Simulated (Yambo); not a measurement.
Cs$_{2}$PdCl$_{4}$ (space group P4/mmm, No. 123); a = b = 7.5092 Å, c = 4.6735 Å, α = β = γ = 90.00°. With the G0W0 scissor the direct gap on the mesh is 4.15 eV. Axes are Cartesian, with cell vectors (Å) (7.51, 0.00, 0.00), (0.00, 7.51, 0.00), (0.00, 0.00, 4.67).

Task: Does this run resolve the lowest exciton, and if so, what are its energy and binding? (Yambo, LDA bands; 2×2×4 mesh, 22 valence and 17 conduction bands, static screening with 129 bands and a 3 Ry block, scissor 2.54 eV, Tamm-Dancoff.)

Result: The mesh holds a bound state, but the numbers are provisional. These are vertical excitations (zero momentum). The lowest state lies at 1.36 eV (dark for light along x), the direct quasiparticle gap on this mesh at 4.15 eV. Its binding energy, counted from that gap, is 2.79 eV; it spreads over about 15 k points of the mesh. Convergence with the mesh was not shown. The first optically allowed state is at 3.40 eV. The scissor comes from a G0W0 run whose convergence isn't established. Spin-orbit splittings are left out.

Geometry of the Materials Project entry, not relaxed at this level.
